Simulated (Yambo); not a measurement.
```
CELL_PARAMETERS angstrom
      0.00000     4.45829     4.45829
      4.45829     0.00000     4.45829
      4.45829     4.45829     0.00000
ATOMIC_POSITIONS crystal
  F  0.75560 0.24440 0.24440
  F  0.24440 0.75560 0.75560
  F  0.24440 0.75560 0.24440
  F  0.75560 0.24440 0.75560
  F  0.24440 0.24440 0.75560
  F  0.75560 0.75560 0.24440
  Na 0.50000 0.50000 0.50000
  K  0.75000 0.75000 0.75000
  K  0.25000 0.25000 0.25000
  Y  0.00000 0.00000 0.00000
```

Response from Yambo on PBEsol (pw.x of Quantum ESPRESSO, ONCV potentials, without SOC) bands: 4×4×4 mesh, 143 bands, 3 Ry local-field block, 0.2 eV broadening.

Problem. Give the static electronic dielectric constant without and with local fields.

Solution. 
| field along | ε(0), independent particles | ε(0), RPA with local fields | refractive index √ε |
|---|---|---|---|
| x | 2.11 | 1.93 | 1.39 |
Electronic (clamped-ion) response only. PBEsol gaps are usually too small, which raises these values. Convergence of the RPA response with its 4×4×4 mesh was not tested.

Geometry of the Materials Project entry, not relaxed at this level.

The structure is a Materials Project entry; no match was found in the copy of COD used, and its stability was not checked.
